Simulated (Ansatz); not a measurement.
SiB12C2 in space group R-3m (No. 166; B on 18h, B on 18h, C on 6c, Si on 3b), the program Ansatz at the PBE level (PAW), all energies at zero smearing, with the estimated change up to a 700 eV cutoff added, with one set of potentials and settings (totals compare only within such a set). Cell of 15 atoms (12 B, 2 C, 1 Si): -3008.904 eV.

| element | reference phase | E (eV/atom) |
|---|---|---|
| B | R-3m, 12 atoms in the cell | -155.9170 |
| C | P6_3/mmc, 4 atoms in the cell | -250.9463 |
| Si | Fd-3m, 2 atoms in the cell | -635.8114 |

Formation energy per atom, worked out: (-3008.904 − 12×(-155.9170) − 2×(-250.9463) − 1×(-635.8114))/15 = -0.013 eV/atom (-1 kJ per mol of atoms), at 0 K, without zero-point energy or fitted corrections.

The start of the workflow was typed in or built on a structure type; neither database checked (COD, Materials Project) lists it. Its standing as an ambient phase is unchecked. The cell was relaxed with PBE under the symmetry of its start; whether a distortion lowers the energy is not shown. The references are the lowest solids computed at this level, not always the standard phases.

Potentials: the earlier of the program's two PAW sets.
